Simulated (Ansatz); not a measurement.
Starting structure of a cell relaxation (symmetry kept):

```cif
data_structure
_symmetry_space_group_name_H-M 'I4/mmm'
_symmetry_Int_Tables_number 139
_cell_length_a 4.3300
_cell_length_b 4.3300
_cell_length_c 10.9300
_cell_angle_alpha 90.000
_cell_angle_beta 90.000
_cell_angle_gamma 90.000
_cell_volume 204.93
loop_
_atom_site_label
_atom_site_type_symbol
_atom_site_symmetry_multiplicity
_atom_site_Wyckoff_symbol
_atom_site_fract_x
_atom_site_fract_y
_atom_site_fract_z
_atom_site_occupancy
Ca1 Ca 2 a 0.00000 0.00000 0.00000 1
Ag1 Ag 4 d 0.00000 0.50000 0.25000 1
Ge1 Ge 4 e 0.00000 0.00000 0.38900 1
```

Computed with DFT r2SCAN, scalar-relativistic, plane waves, PAW (Ansatz).

Plane waves to 500 eV, a k mesh through Γ of 12×12×12 on the computed 5-atom cell and Gaussian smearing (0.10 eV); no spin polarisation.

Q: What does it relax to?

A: The volume drops by 0.13 Å³/atom to 20.37 Å³/atom, and the energy falls by 0.8 meV/atom. Final structure:
```cif
data_structure
_symmetry_space_group_name_H-M 'P 1'
_symmetry_Int_Tables_number 1
_cell_length_a 6.2546
_cell_length_b 6.2546
_cell_length_c 6.2546
_cell_angle_alpha 139.601
_cell_angle_beta 139.601
_cell_angle_gamma 58.460
_cell_volume 101.83
loop_
_atom_site_label
_atom_site_type_symbol
_atom_site_fract_x
_atom_site_fract_y
_atom_site_fract_z
_atom_site_occupancy
Ca1 Ca 0.00000 0.00000 0.00000 1
Ag1 Ag 0.75000 0.25000 0.50000 1
Ag2 Ag 0.25000 0.75000 0.50000 1
Ge1 Ge 0.39028 0.39028 0.00000 1
Ge2 Ge 0.60972 0.60972 0.00000 1
```